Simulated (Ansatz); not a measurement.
Put La4HfO in F-43m (No. 216): La on 16e; Hf on 4a; O on 4c.

Theory: Ansatz 0.2.0, DFT PBE, scalar-relativistic, plane waves, PAW. Cutoff 420 eV, Γ-centred mesh, Gaussian smearing, no spin polarisation.

The zero of energy is the elements' standard structures at the same level (O₂ as a molecule); no fitted shifts are applied.

Question: Which cell and coordinates does it relax to?

Answer:

Space group F-43m (No. 216). a = 9.650 Å, b = 9.650 Å, c = 9.650 Å, α = 90.00°, β = 90.00°, γ = 90.00°
```json
{"atom": "La", "site": "16e", "symmetry": ".3m", "x": "0.6141", "y": "0.1141", "z": "0.8859"}
{"atom": "Hf", "site": "4a", "symmetry": "-43m", "x": "0.0000", "y": "0.0000", "z": "0.0000"}
{"atom": "O", "site": "4c", "symmetry": "-43m", "x": "0.2500", "y": "0.2500", "z": "0.2500"}
```

Around La lie 1 O at 2.27 Å, 3 La at 3.12 Å, 3 La at 3.71 Å and 3 Hf at 4.04 Å; Hf has 12 La at 4.04 Å and 4 O at 4.18 Å; O is surrounded by 4 La at 2.27 Å and 4 Hf at 4.18 Å. Another local minimum with the same sites may exist.

Question: And its energy and gap?

Answer: The formation energy is +0.32 eV/atom and the gap on the 8×8×8 mesh of the 6-atom cell is 0 eV (a metal). A positive value: parting into the elements would lower its energy.

The last run used Gaussian smearing of 0.10 eV. These runs have no spin–orbit coupling, which can matter for Hf. The cell is a metal run without spin; a magnetic state may lie lower. A structure relaxed within its symmetry needn't be a true minimum. Another cell of La4HfO relaxed alike, in P4/mmm, lies 0.81 eV/atom lower, so this cell isn't the stable form at this level.
